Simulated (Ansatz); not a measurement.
PbO (started from an entry of an open crystallographic database), relaxed with r2SCAN+rVV10 in Ansatz 0.2.0. Space group P4/nmm (No. 129), tetragonal; a = 3.980 Å, c = 5.001 Å in the conventional setting, 19.81 Å³ an atom. Around Pb lie 4 O at 2.32 Å; around O lie 4 Pb at 2.32 Å.

The axes x, y and z are those of this cell:
```
Pb O
1.0
     3.98040    0.00000    0.00000
     0.00000    3.98040    0.00000
     0.00000    0.00000    5.00091
Pb O
2 2
Direct
  0.00000 0.50000 0.23663
  0.50000 0.00000 0.76337
  0.00000 0.00000 0.00000
  0.50000 0.50000 0.00000
```

Unstrained: HSE06 gives an indirect gap of 1.887 eV, from Γ to M; the least direct gap is 3.273 eV at Γ. Meshes: HSE06 4×4×4. Strains are changes of length per length. After each strain the atoms were relaxed again with r2SCAN+rVV10 within the symmetry that the strain leaves, so tilts or polar shifts that break it weren't tested; points keep the names that they have in the unstrained zone. No spin polarisation and no zero-point or thermal motion.

(1) Estimate what isotropic +3.79 % on every length does to the gap.

(2) Apply uniaxial +1.17 % along z, other directions held. How far does the gap move, against the unstrained cell?

## Answers

(1) HSE06: the gap goes from 1.887 to 2.511 eV (+0.624 eV); the edges go from Γ → M to (-1/8, 0.115, 0) → Z.

(2) HSE06: the gap goes from 1.887 to 1.939 eV (+0.052 eV).

Spin-orbit coupling is left out; in compounds of Pb, Bi, Tl or Hg it can lower a gap by up to about 1 eV, split its edges or invert the bands.

The meshes of the hybrids are coarse, so their gaps aren't converged to the digits shown.
